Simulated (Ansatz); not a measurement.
TiSi2 in space group Cmcm (No. 63; Ti on 4c, Si on 4c, Si on 4c) is relaxed with DFT-r²SCAN in the program Ansatz with PAW potentials. What lattice parameters of the conventional cell result?

a = 3.527 Å, b = 13.522 Å, c = 3.566 Å.

Give the free coordinates with the occupied sites.

In one choice of origin and axes:

```csv
atom,site,symmetry,x,y,z
Ti,4c,m2m,0.0000,0.1032,0.7500
Si,4c,m2m,0.0000,0.5583,0.2500
Si,4c,m2m,0.0000,0.2498,0.2500
```

Is it a metal or does it have a gap at this level?

No gap at this level.

The cell was relaxed with r²SCAN under the symmetry of its start. No spin polarisation was allowed.

Potentials: the earlier of the program's two PAW sets.
